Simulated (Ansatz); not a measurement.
Input:

CeN:
Space group Fm-3m (No. 225); a = 4.989 Å, b = 4.989 Å, c = 4.989 Å, α = 90.00°, β = 90.00°, γ = 90.00°

```tsv
atom	site	symmetry	x	y	z
Ce	4a	m-3m	0.0000	0.0000	0.0000
N	4b	m-3m	0.5000	0.5000	0.5000
```
(The calculation used a cell of 2 atoms; values per cell refer to that cell.)

This is the PBEsol-relaxed structure.

All from the program Ansatz at the PBEsol level (PAW), unless another level is named. Give the Debye temperature from the elastic constants.

414 K.

Give the highest zone-centre frequency.

312 cm^-1.

The workflow started from a Materials Project entry (that database holds measured and hypothetical structures alike); the Crystallography Open Database files this formula in space group No. 225, but the cells were not matched. Whether it is the stable phase at ambient conditions was not checked. Symmetry was held in the PBEsol relaxation; its stability against distortions is not shown here. The workflow began spin-polarised and lost its moments. The 4f shell is in the valence. No Hubbard U is applied. As this level gives no gap, shear constants depend on the k-mesh and smearing (Fermi–Dirac, 0.1 eV here). As this level gives no gap, phonon frequencies hold no LO–TO term and depend on the k-mesh and smearing (Fermi–Dirac, 0.1 eV here). On the denser mesh and wider smearing of the elastic run this cell carries a stress of 0.7 GPa. Spin–orbit coupling is left out wherever it is not named.

Potentials: the later of the program's two PAW sets.
